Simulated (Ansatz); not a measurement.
PbS (rock salt)

```
CELL_PARAMETERS angstrom
      0.00000     2.98725     2.98725
      2.98725     0.00000     2.98725
      2.98725     2.98725     0.00000
ATOMIC_POSITIONS crystal
  S  0.00000 0.00000 0.00000
  Pb 0.50000 0.50000 0.50000
```

The slice is a {100} plane (indices of the conventional cell) through the point (0.500, 0.500, 0.500) (fractional), spanned by u = [100] and v = [0 1 -1] in vectors of this cell: u (4.22 Å) and v (4.22 Å, at 90° to u). It covers one period; positions are fractions (u, v).

Calculation: r2SCAN (plane waves to 500 eV, PAW, scalar-relativistic; Ansatz, a quantum-chemistry and plane-wave program). k mesh 10×10×10. Near the nuclei the fields are pseudised (PAW); where an atom keeps semicore shells as valence, they peak there. PbS was relaxed with its symmetry unable to fall. Spin-orbit coupling is left out, though Pb is heavy.

Task: Around which element is the density of the highest valence band (whole band, smooth part) largest on this plane?

Result: S. Mean over a disc round each atom, of radius 0.45 times the shortest bond: S 0.133, Pb 0.048 e/Å³.

Task: Predict the map of the electrostatic potential energy of an electron, from the cell's mean on the slice.

Result: 
| v \ u | 0.00 | 0.12 | 0.25 | 0.38 | 0.50 | 0.62 | 0.75 | 0.88 |
|---|---|---|---|---|---|---|---|---|
| 0.88 | x | x | -1.8 | 5.5 | 6.9 | 5.5 | -1.8 | x |
| 0.75 | <-2.0 | -1.8 | 3.8 | 4.0 | 1.8 | 4.0 | 3.8 | -1.8 |
| 0.62 | 4.8 | 5.5 | 4.0 | x | x | x | 4.0 | 5.5 |
| 0.50 | 6.8 | 6.9 | 1.8 | x | x | x | 1.8 | 6.9 |
| 0.38 | 4.8 | 5.5 | 4.0 | x | x | x | 4.0 | 5.5 |
| 0.25 | <-2.0 | -1.8 | 3.8 | 4.0 | 1.8 | 4.0 | 3.8 | -1.8 |
| 0.12 | x | x | -1.8 | 5.5 | 6.9 | 5.5 | -1.8 | x |
| 0.00 | x | x | <-2.0 | 4.7 | 6.8 | 4.7 | <-2.0 | x |

Values: electrostatic potential energy of an electron, from the cell's mean, in eV. Points within 1 Å of a nucleus are blanked (x), as the pseudised field means little there. Values under -2 eV are set to -2. The zero, the cell's mean, hangs on the PAW cores.
